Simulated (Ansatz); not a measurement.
## WS2: how the free axis answers a strain

WS2, P6_3/mmc, a = 3.115 Å, c = 11.777 Å. Ansatz: PBEsol+D3(BJ), PAW, 420 eV, Γ-centred 12×12×4 mesh on 6 atoms, Gaussian smearing 0.02 eV; no spin polarisation. Series: biaxial strain in the a-b plane, c and atoms relaxed; x is the strain in per cent. y is the change of c in per cent of 11.777 Å.

```tsv
x (%)	y (%)
-3.0	0.98
-2.0	?
-1.0	0.30
0.0	0.00
1.0	-0.36
2.0	-0.67
3.0	-0.97
```

**Question.** Fit y = c1 x + c2 x² to the other rows, say what c1 measures, and predict the missing y.

**Answer.** Least squares on the rows shown. y = −0.3270 x − 0.0001880 x². With no stress along c, c1 = −2C13/C33 = -0.327. At x = -2.0 the fit asked for gives 0.65 %. The run gave 0.63 %, so the fit is 0.02 % too high, within the rms miss on the fitted rows (0.02 %).

Spin–orbit coupling is left out, which can shift energies with elements as heavy as these.